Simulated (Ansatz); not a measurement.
# Compressing Tl

Level of theory: Ansatz 0.2.0, DFT PBE+D3(BJ), scalar-relativistic, plane waves, PAW. Settings: 420 eV cutoff, 15×15×4 k-mesh, Gaussian smearing of 0.10 eV, no spin polarisation.

Reference structure (relaxed):

```
CELL_PARAMETERS angstrom
3.45631 0.00000 0.00000
-1.72815 2.99325 0.00000
0.00000 0.00000 11.34998
ATOMIC_POSITIONS crystal
Tl 0.00000 0.00000 0.00000
Tl 0.33333 0.66667 0.25000
Tl 0.00000 0.00000 0.50000
Tl 0.66667 0.33333 0.75000
```

Cell and atoms are relaxed at each pressure within the symmetry of the start, at zero temperature, so transitions that lower the symmetry aren't seen. The k-mesh given is that at zero pressure and may differ at others. a, b and c are the lengths of the cell vectors above.

Spin–orbit coupling is left out, which can shift energies with elements as heavy as these.

```tsv
P (GPa)	V (Å³/atom)	V/V0	a (Å)	b (Å)	c (Å)
-3	33.42	1.138	3.611	3.611	11.835
0	29.36	1.000	3.456	3.456	11.350
3	27.28	0.929	3.372	3.372	11.077
8	25.08	0.854	3.280	3.280	10.767
15	23.15	0.789	3.194	3.194	10.483
30	20.70	0.705	3.081	3.081	10.076
60	18.11	0.617	2.944	2.944	9.652
```

(1) What bulk modulus and pressure derivative fit these points?

Answers

(1) A third-order Birch–Murnaghan fit gives B0 = 33 GPa and B0' = 5.5.